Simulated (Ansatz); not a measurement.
Below is a relaxed structure of MgTl2PtC6N6. The cell was found from a structure generator's guess, not taken from experiment.

These are results of DFT PBE, scalar-relativistic, plane waves, PAW in Ansatz, not measurements. Cutoff 420 eV, Γ-centred mesh, Gaussian smearing, collinear spin.

```
Mg Tl Pt C N
1.0
     0.00000    5.45630    5.45630
     5.45630    0.00000    5.45630
     5.45630    5.45630    0.00000
Mg Tl Pt C N
1 2 1 6 6
Direct
  0.50000 0.50000 0.50000
  0.25000 0.25000 0.25000
  0.75000 0.75000 0.75000
  0.00000 0.00000 0.00000
  0.80558 0.19442 0.19442
  0.19442 0.80558 0.19442
  0.19442 0.19442 0.80558
  0.19442 0.80558 0.80558
  0.80558 0.19442 0.80558
  0.80558 0.80558 0.19442
  0.69855 0.30145 0.30145
  0.30145 0.69855 0.30145
  0.30145 0.30145 0.69855
  0.30145 0.69855 0.69855
  0.69855 0.30145 0.69855
  0.69855 0.69855 0.30145
```

Formation energies are uncorrected and refer to the elements' standard structures at the same level (N₂ as a molecule).

Task: Find its symmetry and describe it.

Result: Fm-3m (No. 225). Conventional cell: a = 10.913 Å. Mg has 6 N at 2.17 Å; around Tl lie 12 N at 3.90 Å and 12 C at 3.91 Å (long against covalent radii, as for large ions); Pt has 6 C at 2.12 Å; C is surrounded by 1 N at 1.17 Å, 1 Pt at 2.12 Å, 4 C at 3.00 Å, 1 Mg at 3.33 Å, 4 Tl at 3.91 Å and 8 N at 3.91–3.98 Å; N has 1 C at 1.17 Å, 1 Mg at 2.17 Å, 4 N at 3.06 Å, 1 Pt at 3.29 Å, 4 Tl at 3.90 Å and 8 C at 3.91–3.98 Å.

Task: What is its formation energy per atom?

Result: +0.28 eV/atom. It can't be a ground state, since the elements alone are lower.

Task: Is it a metal?

Result: Yes, bands cross the Fermi level on the 6×6×6 mesh.

Task: Which magnetic moments does it keep?

Result: 0.06 μB per atom net, the space between the atoms included; by site: Pt 0.4 μB.

Task: From what recipe could a structure generator have reached it?

Result: One such recipe: cyanide-bridged rock-salt net of two metals, 2 guest cations a cell (Fm-3m, No. 225). Other recipes can lead to the same cell.

The last run used collinear spin, a 6×6×6 mesh for its 16-atom cell and Gaussian smearing of 0.10 eV. Spin–orbit coupling, which can matter for Pt and Tl, is left out. The reference form of C is held partly by dispersion forces, which this level lacks. The magnetic state reached may not be the lowest. Symmetry constrained the relaxation, so the result can be a saddle point.
